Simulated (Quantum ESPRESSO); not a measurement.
## MgAlZnS3Cl (finding a planted mistake in a log)

Computed values, not a measurement. The program is pw.x of Quantum ESPRESSO 7.5 (plane-wave density functional theory). The cell is made up: 7 atoms on a zincblende/diamond lattice with one site empty, with randomly drawn elements, strain and displacements, not relaxed. PseudoDojo standard norm-conserving files (v0.5 for PBE, v0.4.1 for LDA and PBEsol) set the functional; there is no spin polarisation, spin-orbit coupling or dispersion term, and the masses in the input are unused placeholders.

Intended input:

```
&control calculation='scf', pseudo_dir='./dojo.nc.sr.pbe.v0_5.standard.upf', outdir='./o', disk_io='low', tprnfor=.true., tstress=.true. /
&system ibrav=0, nat=7, ntyp=5, nbnd=35, ecutwfc=84.00895049, nosym=.true., tot_charge=0,
 occupations='smearing', smearing='fd', degauss=0.0018374661
/
&electrons conv_thr=7.350e-09, electron_maxstep=60, /
ATOMIC_SPECIES
Al 1.0 Al.upf
Cl 1.0 Cl.upf
Mg 1.0 Mg.upf
S 1.0 S.upf
Zn 1.0 Zn.upf
CELL_PARAMETERS angstrom
5.4164 0.0112 -0.0281
0.0112 5.4504 -0.0004
-0.0281 -0.0004 5.5006
ATOMIC_POSITIONS angstrom
Mg -0.0326 -0.0011 0.0231
Al 2.6343 0.0297 2.7821
Zn 2.7122 2.6983 0.0143
S 1.3298 1.3414 1.3586
S 1.2982 4.1138 4.1288
Cl 4.0578 1.4 4.1005
S 4.0594 4.1364 1.3048
K_POINTS automatic
4 4 4 1 1 1
```

The log is shortened where brackets say so; the opening notice, blank lines, dates and the lines on written files are dropped, and the path of the files is cut. It prints rydbergs, bohrs and kilobars, and counts compression as positive stress. Where no state is partly filled, the Fermi energy that it prints is only some level between the filled and the empty states on the mesh, and need not lie in the true gap.

Log of the intended run:

```
     Program PWSCF v.7.5
     Parallel version (MPI & OpenMP), running on       4 processor cores
     Number of MPI processes:                 4
     Threads/MPI process:                     1
     [start-up lines left out]
     bravais-lattice index     =            0
     lattice parameter (alat)  =      10.2357  a.u.
     unit-cell volume          =    1095.8028 (a.u.)^3
     number of atoms/cell      =            7
     number of atomic types    =            5
     number of electrons       =        58.00
     number of Kohn-Sham states=           35
     kinetic-energy cutoff     =      84.0090  Ry
     charge density cutoff     =     336.0358  Ry
     scf convergence threshold =      7.3E-09
     mixing beta               =       0.7000
     number of iterations used =            8  plain     mixing
     Exchange-correlation= PBE
                           (   1   4   3   4   0   0   0)
     [axes and pseudopotential details left out]
   Cartesian axes
     site n.     atom                  positions (alat units)
         1        Mg     tau(   1) = (  -0.0060187  -0.0002031   0.0042648  )
         2        Al     tau(   2) = (   0.4863487   0.0054833   0.5136357  )
         3        Zn     tau(   3) = (   0.5007307   0.4981644   0.0026401  )
         4        S      tau(   4) = (   0.2455098   0.2476514   0.2508269  )
         5        S      tau(   5) = (   0.2396758   0.7594963   0.7622656  )
         6        Cl     tau(   6) = (   0.7491575   0.2584702   0.7570408  )
         7        S      tau(   7) = (   0.7494529   0.7636688   0.2408943  )
     number of k points=    32  Fermi-Dirac smearing, width (Ry)=  0.0018
                       cart. coord. in units 2pi/alat
        k(    1) = (   0.1253875   0.1239736   0.1237381), wk =   0.0625000
        k(    2) = (   0.1266647   0.1239890   0.3699216), wk =   0.0625000
     [further k points left out]
     Dense  grid:   113995 G-vectors     FFT dimensions: (  60,  64,  64)
     Estimated max dynamical RAM per process >     209.98 MB
     Estimated total dynamical RAM >     756.44 MB
     Initial potential from superposition of free atoms
     starting charge      57.9965, renormalised to      58.0000
     Starting wfcs are   35 randomized atomic wfcs
     total cpu time spent up to now is        5.6 secs
     per-process dynamical memory:   146.3 Mb
     Self-consistent Calculation
     iteration #  1     ecut=    84.01 Ry     beta= 0.70
     Davidson diagonalization with overlap
     ethr =  1.00E-02,  avg # of iterations =  4.4
     Threshold (ethr) on eigenvalues was too large:
     Diagonalizing with lowered threshold
     Davidson diagonalization with overlap
     ethr =  8.71E-04,  avg # of iterations =  1.1
     total cpu time spent up to now is       24.7 secs
     total energy              =    -640.65033358 Ry
     estimated scf accuracy    <       0.49259733 Ry
     iteration #  2     ecut=    84.01 Ry     beta= 0.70
     Davidson diagonalization with overlap
     ethr =  8.49E-04,  avg # of iterations =  4.6
     total cpu time spent up to now is       34.9 secs
     total energy              =    -640.77270798 Ry
     estimated scf accuracy    <       0.27550888 Ry
     [iterations 3 to 7 left out]
     iteration #  8     ecut=    84.01 Ry     beta= 0.70
     Davidson diagonalization with overlap
     ethr =  1.27E-09,  avg # of iterations =  2.0
     total cpu time spent up to now is       87.8 secs
     total energy              =    -640.83552274 Ry
     estimated scf accuracy    <       0.00000007 Ry
     iteration #  9     ecut=    84.01 Ry     beta= 0.70
     Davidson diagonalization with overlap
     ethr =  1.15E-10,  avg # of iterations =  2.8
     total cpu time spent up to now is       96.1 secs
     End of self-consistent calculation
     [lines on levels left out]
     the Fermi energy is     5.5272 ev
!    total energy              =    -640.83552276 Ry
     estimated scf accuracy    <          6.7E-09 Ry
     smearing contrib. (-TS)   =      -0.00000000 Ry
     internal energy E=F+TS    =    -640.83552276 Ry
     The total energy is F=E-TS. E is the sum of the following terms:
     one-electron contribution =    -569.77622782 Ry
     hartree contribution      =     293.77608904 Ry
     xc contribution           =     -90.83960180 Ry
     ewald contribution        =    -273.99578218 Ry
     convergence has been achieved in   9 iterations
     Forces acting on atoms (cartesian axes, Ry/au):
     atom    1 type  3   force =     0.02100255   -0.01005658    0.00366048
     atom    2 type  1   force =    -0.02360119   -0.04518705   -0.04650165
     atom    3 type  5   force =    -0.03301461    0.03760556    0.02939753
     atom    4 type  4   force =     0.04200885    0.02016302    0.03872261
     atom    5 type  4   force =     0.04682265   -0.00015902   -0.04074453
     atom    6 type  2   force =    -0.01249375    0.00289661   -0.04066465
     atom    7 type  4   force =    -0.04072450   -0.00526255    0.05613021
     Total force =     0.151206     Total SCF correction =     0.000237
     Computing stress (Cartesian axis) and pressure
          total   stress  (Ry/bohr**3)                   (kbar)     P=       -3.75
   0.00002714  -0.00000472   0.00005283            3.99       -0.69        7.77
  -0.00000472  -0.00002067   0.00007241           -0.69       -3.04       10.65
   0.00005283   0.00007241  -0.00008305            7.77       10.65      -12.22
     init_run     :      5.08s CPU      5.26s WALL (       1 calls)
     electrons    :     89.85s CPU     90.51s WALL (       1 calls)
     forces       :      1.62s CPU      1.63s WALL (       1 calls)
     stress       :      5.05s CPU      5.06s WALL (       1 calls)
     [timing details left out]
     PWSCF        :   1m41.97s CPU   1m42.89s WALL
     JOB DONE.
```

A second run was made from an input with one planted mistake. Its log:

```
     Program PWSCF v.7.5
     Parallel version (MPI & OpenMP), running on       4 processor cores
     Number of MPI processes:                 4
     Threads/MPI process:                     1
     [start-up lines left out]
     bravais-lattice index     =            0
     lattice parameter (alat)  =      10.2357  a.u.
     unit-cell volume          =    1095.8028 (a.u.)^3
     number of atoms/cell      =            7
     number of atomic types    =            5
     number of electrons       =        58.00
     number of Kohn-Sham states=           35
     kinetic-energy cutoff     =      84.0090  Ry
     charge density cutoff     =     336.0358  Ry
     scf convergence threshold =      7.3E-09
     mixing beta               =       0.7000
     number of iterations used =            8  plain     mixing
     Exchange-correlation= SLA  PW   NOGX NOGC
                           (   1   4   0   0   0   0   0)
     [axes and pseudopotential details left out]
   Cartesian axes
     site n.     atom                  positions (alat units)
         1        Mg     tau(   1) = (  -0.0060187  -0.0002031   0.0042648  )
         2        Al     tau(   2) = (   0.4863487   0.0054833   0.5136357  )
         3        Zn     tau(   3) = (   0.5007307   0.4981644   0.0026401  )
         4        S      tau(   4) = (   0.2455098   0.2476514   0.2508269  )
         5        S      tau(   5) = (   0.2396758   0.7594963   0.7622656  )
         6        Cl     tau(   6) = (   0.7491575   0.2584702   0.7570408  )
         7        S      tau(   7) = (   0.7494529   0.7636688   0.2408943  )
     number of k points=    32  Fermi-Dirac smearing, width (Ry)=  0.0018
                       cart. coord. in units 2pi/alat
        k(    1) = (   0.1253875   0.1239736   0.1237381), wk =   0.0625000
        k(    2) = (   0.1266647   0.1239890   0.3699216), wk =   0.0625000
     [further k points left out]
     Dense  grid:   113995 G-vectors     FFT dimensions: (  60,  64,  64)
     Estimated max dynamical RAM per process >     209.98 MB
     Estimated total dynamical RAM >     756.44 MB
     Initial potential from superposition of free atoms
     starting charge      57.9969, renormalised to      58.0000
     Starting wfcs are   35 randomized atomic wfcs
     total cpu time spent up to now is        4.4 secs
     per-process dynamical memory:   146.6 Mb
     Self-consistent Calculation
     iteration #  1     ecut=    84.01 Ry     beta= 0.70
     Davidson diagonalization with overlap
     ethr =  1.00E-02,  avg # of iterations =  4.4
     Threshold (ethr) on eigenvalues was too large:
     Diagonalizing with lowered threshold
     Davidson diagonalization with overlap
     ethr =  8.29E-04,  avg # of iterations =  1.1
     total cpu time spent up to now is       15.5 secs
     total energy              =    -640.58802608 Ry
     estimated scf accuracy    <       0.46814670 Ry
     iteration #  2     ecut=    84.01 Ry     beta= 0.70
     Davidson diagonalization with overlap
     ethr =  8.07E-04,  avg # of iterations =  4.6
     total cpu time spent up to now is       21.4 secs
     total energy              =    -640.70257701 Ry
     estimated scf accuracy    <       0.29614983 Ry
     [iterations 3 to 7 left out]
     iteration #  8     ecut=    84.01 Ry     beta= 0.70
     Davidson diagonalization with overlap
     ethr =  1.13E-09,  avg # of iterations =  2.0
     total cpu time spent up to now is       60.1 secs
     total energy              =    -640.76971017 Ry
     estimated scf accuracy    <       0.00000005 Ry
     iteration #  9     ecut=    84.01 Ry     beta= 0.70
     Davidson diagonalization with overlap
     ethr =  9.43E-11,  avg # of iterations =  2.5
     total cpu time spent up to now is       65.4 secs
     End of self-consistent calculation
     [lines on levels left out]
     the Fermi energy is     5.1045 ev
!    total energy              =    -640.76971019 Ry
     estimated scf accuracy    <          2.8E-09 Ry
     smearing contrib. (-TS)   =      -0.00000000 Ry
     internal energy E=F+TS    =    -640.76971019 Ry
     The total energy is F=E-TS. E is the sum of the following terms:
     one-electron contribution =    -570.12271290 Ry
     hartree contribution      =     293.10200099 Ry
     xc contribution           =     -89.75321609 Ry
     ewald contribution        =    -273.99578218 Ry
     convergence has been achieved in   9 iterations
     Forces acting on atoms (cartesian axes, Ry/au):
     atom    1 type  3   force =     0.01986220   -0.00971691    0.00368367
     atom    2 type  1   force =    -0.02348560   -0.04348689   -0.04502382
     atom    3 type  5   force =    -0.03159348    0.03669213    0.02866048
     atom    4 type  4   force =     0.04683657    0.02067714    0.03178595
     atom    5 type  4   force =     0.05074181   -0.00083121   -0.03451758
     atom    6 type  2   force =    -0.01820983    0.00368205   -0.03252515
     atom    7 type  4   force =    -0.04415167   -0.00701632    0.04793644
     Total force =     0.145726     Total SCF correction =     0.000095
     Computing stress (Cartesian axis) and pressure
          total   stress  (Ry/bohr**3)                   (kbar)     P=      -41.79
  -0.00023038  -0.00000879   0.00005342          -33.89       -1.29        7.86
  -0.00000879  -0.00028281   0.00007239           -1.29      -41.60       10.65
   0.00005342   0.00007239  -0.00033903            7.86       10.65      -49.87
     init_run     :      3.97s CPU      4.22s WALL (       1 calls)
     electrons    :     60.41s CPU     61.01s WALL (       1 calls)
     forces       :      1.13s CPU      1.16s WALL (       1 calls)
     stress       :      4.00s CPU      4.08s WALL (       1 calls)
     [timing details left out]
     PWSCF        :   1m 9.72s CPU   1m10.80s WALL
     JOB DONE.
```

Question: what was wrong in the second input?

Answer: the files are those of another functional. The input lines that differ, file-writing options aside:

```
- &control calculation='scf', pseudo_dir='./dojo.nc.sr.pbe.v0_5.standard.upf', outdir='./o', disk_io='low', tprnfor=.true., tstress=.true. /
+ &control calculation='scf', pseudo_dir='./dojo.nc.sr.lda.v0_4_1.standard.upf', outdir='./o', disk_io='low', tprnfor=.true., tstress=.true. /
```

```
                                            intended run  run with the mistake
                          free energy (eV)     -8719.011             -8718.116
                    smearing term -TS (eV)        0.0000                0.0000
                            pressure (GPa)         -0.38                 -4.18
            largest force component (eV/Å)         1.443                 1.305
largest change of a force component (eV/Å)                               0.211
                                iterations             9                     9
```

For scale, a rerun of the intended cell at 1437 eV and a 6 x 6 x 6 mesh moved values by no more than 0.002 eV in energy, 0.02 GPa in stress and 0.005 eV/Å in force. Files of another functional have another zero of energy, so the energy change says nothing on stability.